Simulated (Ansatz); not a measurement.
# One input, then a changed one: Hf (hcp type)

First run: DFT, LDA, PAW with Ansatz's default frozen-core files, scalar-relativistic (Ansatz 0.2.0).

Command: `ansatz run input.yaml --threads 1 --pin off --max-ram 3584MiB --backend cpu --events-out ev --progress --plain --runs-dir out` It took 37 s on 1 thread of Intel(R) Xeon(R) Platinum 8488C (Sapphire Rapids), on a shared host, peak memory 0.47 GiB.

```yaml
crystal:
  lattice:
    - [3.0967921286, 0.0, 0.0]
    - [-1.5483960643, 2.6819006536, 0.0]
    - [0.0, 0.0, 5.0168032483]
  atoms:
    - { symbol: Hf, position: [0.3333333333, 0.6666666667, 0.25] }
    - { symbol: Hf, position: [0.6666666667, 0.3333333333, 0.75] }
kpoints:
  mp_grid: { grid: [16, 16, 9] }
scf:
  occupations: { method: fermi_dirac, width: 0.1 }
hamiltonian:
  xc: lda
  pseudopotentials: { kind: paw }
output:
  forces: true
  stress: true
  write_density: true
  write_potential: true
  elf: true
  volumetric_format: npy
relax:
  f_tol: 0.005
  max_steps: 40
  cell: {}
```

The start is a guessed cell.

This run: bulk cell relaxed.

It converges in 27 SCF iterations over all geometries at a pressure of 0.00 GPa, ending at 20.83 Å³/atom, cutoff 420 eV.

The input is then changed:

```diff
 scf:
-  occupations: { method: fermi_dirac, width: 0.1 }
+  occupations: { method: methfessel_paxton, width: 0.3 }
 hamiltonian:
   stress: true
-  write_density: true
-  write_potential: true
-  elf: true
-  volumetric_format: npy
 relax:
   cell: {}
+basis:
+  ecutrho_ratio: 12
+accuracy: high
```

Q: Predict the outcome of the changed run.

A: It converges in 25 SCF iterations over all geometries at a pressure of 0.03 GPa, ending at 20.81 Å³/atom, cutoff 420 eV, free energy +14.9 meV/atom against the first run's. More than one line changes, and not each need have an effect. Some of the changed settings are coarser than converged work would use.
